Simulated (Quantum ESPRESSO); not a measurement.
# Si3O4FN: input and log of a self-consistent run

A calculation, not a measurement. The program is pw.x of Quantum ESPRESSO 7.5 (plane-wave density functional theory). The cell is made up: 9 atoms on a quartz lattice, with randomly drawn elements, strain and displacements, not relaxed. PseudoDojo standard norm-conserving files (v0.5 for PBE, v0.4.1 for LDA and PBEsol) set the functional; there is no spin polarisation, spin-orbit coupling or dispersion term, and the masses in the input are unused placeholders.

Input:

```
&control calculation='scf', pseudo_dir='./dojo.nc.sr.pbe.v0_5.standard.upf', outdir='./o', disk_io='low', tprnfor=.true., tstress=.true. /
&system ibrav=0, nat=9, ntyp=4, nbnd=30, ecutwfc=84.00895049, nosym=.true., tot_charge=0,
 occupations='smearing', smearing='fd', degauss=0.0018374661
/
&electrons conv_thr=7.350e-09, electron_maxstep=60, /
ATOMIC_SPECIES
F 1.0 F.upf
N 1.0 N.upf
O 1.0 O.upf
Si 1.0 Si.upf
CELL_PARAMETERS angstrom
4.8698 0.0 0.0
-2.4349 4.2174 0.0
0.0 0.0 5.3451
ATOMIC_POSITIONS angstrom
Si 2.2567 -0.0073 3.5582
Si -1.1401 1.9795 1.7938
Si 1.3299 2.2447 0.0234
O 1.3752 1.0665 4.2007
O 3.1994 0.6096 2.4599
O 2.7641 2.4965 0.6405
F 0.2794 1.7644 1.1507
O -1.0978 3.0613 2.9166
N 0.7874 3.6211 4.7213
K_POINTS automatic
5 5 4 1 1 1
```

The log is shortened where brackets say so; the opening notice, blank lines, dates and the lines on written files are dropped, and the path of the files is cut. It prints rydbergs, bohrs and kilobars, and counts compression as positive stress. With no partly filled state, the Fermi energy that it prints is only some level between the filled and the empty states on the mesh, and need not lie in the true gap.

```
     Program PWSCF v.7.5
     Parallel version (MPI & OpenMP), running on       4 processor cores
     Number of MPI processes:                 4
     Threads/MPI process:                     1
     [start-up lines left out]
     bravais-lattice index     =            0
     lattice parameter (alat)  =       9.2026  a.u.
     unit-cell volume          =     740.8126 (a.u.)^3
     number of atoms/cell      =            9
     number of atomic types    =            4
     number of electrons       =        48.00
     number of Kohn-Sham states=           30
     kinetic-energy cutoff     =      84.0090  Ry
     charge density cutoff     =     336.0358  Ry
     scf convergence threshold =      7.3E-09
     mixing beta               =       0.7000
     number of iterations used =            8  plain     mixing
     Exchange-correlation= PBE
                           (   1   4   3   4   0   0   0)
     [axes and pseudopotential details left out]
   Cartesian axes
     site n.     atom                  positions (alat units)
         1        Si     tau(   1) = (   0.4634071  -0.0014990   0.7306666  )
         2        Si     tau(   2) = (  -0.2341164   0.4064849   0.3683519  )
         3        Si     tau(   3) = (   0.2730913   0.4609430   0.0048051  )
         4        O      tau(   4) = (   0.2823935   0.2190028   0.8626022  )
         5        O      tau(   5) = (   0.6569880   0.1251797   0.5051337  )
         6        O      tau(   6) = (   0.5676003   0.5126494   0.1315249  )
         7        F      tau(   7) = (   0.0573740   0.3623147   0.2362931  )
         8        O      tau(   8) = (  -0.2254302   0.6286295   0.5989158  )
         9        N      tau(   9) = (   0.1616904   0.7435829   0.9695059  )
     number of k points=    50  Fermi-Dirac smearing, width (Ry)=  0.0018
                       cart. coord. in units 2pi/alat
        k(    1) = (   0.1000000   0.1732039   0.1138847), wk =   0.0400000
        k(    2) = (   0.1000000   0.1732039   0.3416540), wk =   0.0400000
     [further k points left out]
     Dense  grid:    77015 G-vectors     FFT dimensions: (  54,  54,  60)
     Estimated max dynamical RAM per process >     155.24 MB
     Estimated total dynamical RAM >     564.54 MB
     Initial potential from superposition of free atoms
     starting charge      47.9981, renormalised to      48.0000
     Starting wfcs are   36 randomized atomic wfcs
     total cpu time spent up to now is        2.7 secs
     per-process dynamical memory:   118.9 Mb
     Self-consistent Calculation
     iteration #  1     ecut=    84.01 Ry     beta= 0.70
     Davidson diagonalization with overlap
     ethr =  1.00E-02,  avg # of iterations =  3.1
     total cpu time spent up to now is        7.6 secs
     total energy              =    -227.12026295 Ry
     estimated scf accuracy    <       2.79719694 Ry
     iteration #  2     ecut=    84.01 Ry     beta= 0.70
     Davidson diagonalization with overlap
     ethr =  5.83E-03,  avg # of iterations =  3.1
     total cpu time spent up to now is       12.1 secs
     total energy              =    -227.80284834 Ry
     estimated scf accuracy    <       2.20908618 Ry
     iteration #  3     ecut=    84.01 Ry     beta= 0.70
     Davidson diagonalization with overlap
     ethr =  4.60E-03,  avg # of iterations =  2.4
     total cpu time spent up to now is       15.9 secs
     total energy              =    -228.24719508 Ry
     estimated scf accuracy    <       0.08621566 Ry
     iteration #  4     ecut=    84.01 Ry     beta= 0.70
     Davidson diagonalization with overlap
     ethr =  1.80E-04,  avg # of iterations =  6.6
     total cpu time spent up to now is       21.3 secs
     total energy              =    -228.26995249 Ry
     estimated scf accuracy    <       0.00894539 Ry
     iteration #  5     ecut=    84.01 Ry     beta= 0.70
     Davidson diagonalization with overlap
     ethr =  1.86E-05,  avg # of iterations =  8.1
     total cpu time spent up to now is       27.4 secs
     total energy              =    -228.27142900 Ry
     estimated scf accuracy    <       0.00118108 Ry
     iteration #  6     ecut=    84.01 Ry     beta= 0.70
     Davidson diagonalization with overlap
     ethr =  2.46E-06,  avg # of iterations =  6.6
     total cpu time spent up to now is       33.0 secs
     total energy              =    -228.27156498 Ry
     estimated scf accuracy    <       0.00022329 Ry
     iteration #  7     ecut=    84.01 Ry     beta= 0.70
     Davidson diagonalization with overlap
     ethr =  4.65E-07,  avg # of iterations =  2.0
     total cpu time spent up to now is       37.0 secs
     total energy              =    -228.27160358 Ry
     estimated scf accuracy    <       0.00002738 Ry
     iteration #  8     ecut=    84.01 Ry     beta= 0.70
     Davidson diagonalization with overlap
     ethr =  5.71E-08,  avg # of iterations =  2.0
     total cpu time spent up to now is       41.1 secs
     total energy              =    -228.27160867 Ry
     estimated scf accuracy    <       0.00000306 Ry
     iteration #  9     ecut=    84.01 Ry     beta= 0.70
     Davidson diagonalization with overlap
     ethr =  6.37E-09,  avg # of iterations =  3.1
     total cpu time spent up to now is       45.5 secs
     total energy              =    -228.27160904 Ry
     estimated scf accuracy    <       0.00000145 Ry
     iteration # 10     ecut=    84.01 Ry     beta= 0.70
     Davidson diagonalization with overlap
     ethr =  3.02E-09,  avg # of iterations =  2.0
     total cpu time spent up to now is       49.1 secs
     total energy              =    -228.27160908 Ry
     estimated scf accuracy    <       0.00000020 Ry
     iteration # 11     ecut=    84.01 Ry     beta= 0.70
     Davidson diagonalization with overlap
     ethr =  4.15E-10,  avg # of iterations =  2.0
     total cpu time spent up to now is       53.3 secs
     End of self-consistent calculation
          k = 0.1000 0.1732 0.1139 (  9630 PWs)   bands (ev):
   -24.8274 -16.1568 -15.3889 -14.6784 -14.2911  -9.3927  -7.7110  -5.5069
    -5.1979  -4.8057  -3.6750  -2.4653  -2.1733  -0.4247  -0.2831   0.3679
     0.5001   0.9708   1.4025   1.7958   2.2929   2.6848   5.0291   5.4668
     8.8424  11.6999  12.0425  12.4148  13.0144  13.4854
     [levels at the other k points left out]
     the Fermi energy is     6.6157 ev
!    total energy              =    -228.27160914 Ry
     estimated scf accuracy    <          3.4E-09 Ry
     smearing contrib. (-TS)   =       0.00000000 Ry
     internal energy E=F+TS    =    -228.27160914 Ry
     The total energy is F=E-TS. E is the sum of the following terms:
     one-electron contribution =    -104.58402391 Ry
     hartree contribution      =      78.52671572 Ry
     xc contribution           =     -61.33836604 Ry
     ewald contribution        =    -140.87593491 Ry
     convergence has been achieved in  11 iterations
     Forces acting on atoms (cartesian axes, Ry/au):
     atom    1 type  4   force =     0.09135208   -0.10996457    0.10096684
     atom    2 type  4   force =    -0.19141995   -0.03422966    0.08232720
     atom    3 type  4   force =     0.05135514    0.10125568   -0.27822311
     atom    4 type  3   force =    -0.12520278    0.12662204    0.08761689
     atom    5 type  3   force =     0.07151869    0.05798276   -0.12817008
     atom    6 type  3   force =     0.04317744   -0.02081597    0.02857028
     atom    7 type  1   force =     0.05174766   -0.09652727    0.05956341
     atom    8 type  3   force =    -0.01281767    0.00849435   -0.02238198
     atom    9 type  2   force =     0.02028941   -0.03281736    0.06973057
     Total force =     0.505526     Total SCF correction =     0.000102
     Computing stress (Cartesian axis) and pressure
          total   stress  (Ry/bohr**3)                   (kbar)     P=      191.44
   0.00172616  -0.00022596  -0.00028428          253.93      -33.24      -41.82
  -0.00022596   0.00096100  -0.00003988          -33.24      141.37       -5.87
  -0.00028428  -0.00003988   0.00121708          -41.82       -5.87      179.04
     init_run     :      2.54s CPU      2.65s WALL (       1 calls)
     electrons    :     50.30s CPU     50.55s WALL (       1 calls)
     forces       :      0.86s CPU      0.86s WALL (       1 calls)
     stress       :      2.87s CPU      2.87s WALL (       1 calls)
     [timing details left out]
     PWSCF        :     56.70s CPU     57.10s WALL
     JOB DONE.
```

In other units: free energy -3105.793 eV for the cell, pressure 19.14 GPa, largest force component 7.153 eV/Å. A rerun of a related cell, with the same atoms placed differently, at 1437 eV and a 7 x 7 x 6 mesh moved values by no more than 0.003 eV in energy, 0.02 GPa in stress and 0.002 eV/Å in force.